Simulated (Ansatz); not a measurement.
BeSe:
```
BeSe
1.0
    0.00000     2.58886     2.58886
    2.58886     0.00000     2.58886
    2.58886     2.58886     0.00000
Be Se
1 1
Direct
  0.50000   0.50000   0.50000
  0.75000   0.75000   0.75000
```

Tensor components refer to the Cartesian frame of this cell.

**Question.** Give the high-frequency dielectric tensor and the Born effective charge tensors of the independent atoms from DFPT, PBE (plane waves, PAW; program Ansatz).

**Answer.** 
ε∞:
```
6.00  0.00  0.00
0.00  6.00  0.00
0.00  0.00  6.00
```
Z* of atom 1 (Be), rows: field, columns: displacement, in e:
```
1.57  0.00  0.00
0.00  1.57  0.00
0.00  0.00  1.57
```
Z* of atom 2 (Se), rows: field, columns: displacement, in e:
```
-1.57   0.00   0.00
 0.00  -1.57   0.00
 0.00   0.00  -1.57
```

Static charges for comparison (Bader): Be1 +1.57, Se2 -1.57 e. Born charges measure polarisation by displacement and can exceed these by far.

Space group F-43m (zinc blende). The cell was relaxed with PBE under the symmetry of its start; phonons on a q-mesh show no instability. The volume moved by 28 % from the start of the relaxation. Scalar-relativistic: spin–orbit coupling is off unless named, which matters more the heavier the elements.

Potentials: the later of the program's two PAW sets.
